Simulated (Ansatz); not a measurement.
The cell below belongs to a search over invented structures; it isn't taken from experiment.

Input and command of a plane-wave DFT calculation in Ansatz:

```yaml
crystal:
  lattice:
    - [-2.61111209, 2.61111209, 3.23596385]
    - [2.61111209, -2.61111209, 3.23596385]
    - [2.61111209, 2.61111209, -3.23596385]
  atoms:
    - { symbol: Mg, position: [0.0, 0.0, 0.0] }
    - { symbol: Cd, position: [0.75, 0.25, 0.5] }
    - { symbol: Cd, position: [0.25, 0.75, 0.5] }
    - { symbol: O, position: [0.5, 0.0, 0.5] }
    - { symbol: O, position: [0.0, 0.5, 0.5] }
    - { symbol: O, position: [0.5, 0.5, 0.0] }
basis:
  ecutwfc: 420
kpoints:
  mp_grid: { grid: [3, 3, 3] }
hamiltonian:
  xc: pbe
scf:
  occupations: { method: gaussian, width: 0.15 }
  lower_state_search: "off"
output:
  forces: true
  stress: true
  eigenvalues: true
relax:
  adjacent_minimum: "off"
  f_tol: 0.08
  max_steps: 16
  cell: { stress_tol: 0.8 }
```

```bash
ansatz run input.yaml --threads 1 --pin off --max-ram 2560MiB --backend cpu --events-out ev --progress --plain --runs-dir out
```

Processor: Intel(R) Xeon(R) Processor @ 2.50GHz (Skylake/Cascade Lake), 1 thread, on a host shared with other jobs.

Q: How long does it run, and how much memory does it take?

A: About 65 s, peak memory 0.39 GiB. It solves 41 bands at 6 k points (after reduction by symmetry) with about 1671 plane waves (on the last cell), in 115 SCF iterations over 17 ionic steps, the closing evaluation included.
